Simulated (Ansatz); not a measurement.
**Question.** ZrTa (rock salt, Fm-3m) is relaxed with PBE (plane waves, PAW; program Ansatz). What lattice parameters of the conventional cell result?

**Answer.** a = 5.660 Å.

The start of the workflow was typed in or built on a structure type; neither database checked (COD, Materials Project) lists it. Its standing as an ambient phase is unchecked. The PBE relaxation kept the symmetry of its start; its stability against distortions is not shown here. The run is not spin-polarised. Its formation energy is positive at this level, so the cell may be metastable or incomplete. Scalar-relativistic: spin–orbit coupling is off unless named, which matters more the heavier the elements.

Potentials: the earlier of the program's two PAW sets.
